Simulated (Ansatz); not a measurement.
**In₃Se: energy along a strain**

In₃Se, Pm-3m, a = 4.588 Å. The structure is a Materials Project entry; whether it is the stable form wasn't checked. Ansatz: PBEsol+D3(BJ), PAW, 420 eV, Γ-centred 10×10×10 mesh on 4 atoms, Gaussian smearing 0.15 eV; no spin polarisation. Cell vectors (Å): 4.588 0.000 0.000; 0.000 4.588 0.000; 0.000 0.000 4.588. The cell is strained by x per cent times the pattern (1 0 0 0 0 0) in the order xx yy zz yz xz xy (engineering shears), with fractional coordinates held. y is the free energy over the start, V0 = 24.142 Å³/atom.

```tsv
x (%)	y (meV/atom)
-6.00	15.37
-4.50	8.36
-3.00	3.55
-1.50	0.84
0.00	0.00
1.50	0.85
3.00	3.30
4.50	7.36
5.25	10.00
6.00	?
```

Problem. Fit y = c1 x + c2 x² + c3 x³ to the other rows, get the stiffness along the pattern, and predict the missing energy.

Solution. Least squares on the rows shown. y = 0.021440 x + 0.39030 x² − 0.0065099 x³. The clamped-ion stiffness p·C·p = 2 × 3.903 eV × 160.2 / 24.142 Å³ = 52 GPa, which is C11 in these axes; c1 is there for the stress left in the start, which by itself gives a slope of 0.02 meV/atom per %. At x = 6.00 the fit asked for gives 12.77 meV/atom. The run gave 13.04 meV/atom, so the fit is 0.27 meV/atom too low, 1.8 % of the span of the series, against an rms of 0.06 meV/atom on the fitted rows. The row lies outside the fitted range. With a term in x⁴ added, a fit to the same known rows predicts 13.03 meV/atom, so most of the miss is curvature that the known rows already hold.

Spin polarisation was left out, and a magnetic state may lie lower.

Cost: 10 runs of about 1.8 core-minutes in all, on Intel Xeon 6975P-C (Granite Rapids) (shared hosts).